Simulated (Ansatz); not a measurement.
CeO2 (fluorite)

```xyz
3
Lattice="0.0000 2.7322 2.7322 2.7322 0.0000 2.7322 2.7322 2.7322 0.0000" Properties=species:S:1:pos:R:3 pbc="T T T"
Ce     0.0000     0.0000     0.0000
O      1.3661     1.3661     1.3661
O      4.0984     4.0984     4.0984
```

In each cell atom 1 (Ce, nearest neighbour O at 2.366 Å; its periodic images, 3.9 Å or more away, move with it) moves by s·(1.000, 0.000, 0.000) (along Cartesian x), the rest being held.

Calculation: PBE (plane waves to 420 eV, PAW, scalar-relativistic; Ansatz, a quantum-chemistry and plane-wave program). k mesh 8×8×8 (Γ-centred), Fermi-Dirac smearing 0.05 eV. The energy includes the smearing's −TS. CeO2 is run without spin polarisation. CeO2 was relaxed with its symmetry unable to fall. The PAW data are Ansatz's earlier set. The filling of the f shell was not checked against other fillings, so treat energies with care. ΔE is measured from the undisplaced structure.

```
s (Å)   ΔE (meV/cell)
------  -------------
-0.240          184.1
-0.192          116.7
-0.144           65.1
-0.096       withheld
-0.048            7.2
0.000             0.0
0.048             7.2
0.096        withheld
0.144            65.1
0.192           116.7
0.240           184.1
```

Question: Fit an even polynomial form (powers 2, 4) to the given rows and predict ΔE at s = -0.096.

Answer: Least squares on the 9 given rows: ΔE = (3110)·s² + (1505)·s⁴, in meV/cell with s in Å; root-mean-square residual 0.03 meV/cell. At -0.096 the fit gives 28.8 meV/cell; the calculation gives 28.7 meV/cell, so the interpolation is off by 0.1 (+0.3 %). The quadratic term alone would give 28.7 meV/cell.

(For displaced atoms, the force is minus the slope of the energy, and its curvature is a force constant, which sets phonon frequencies.)
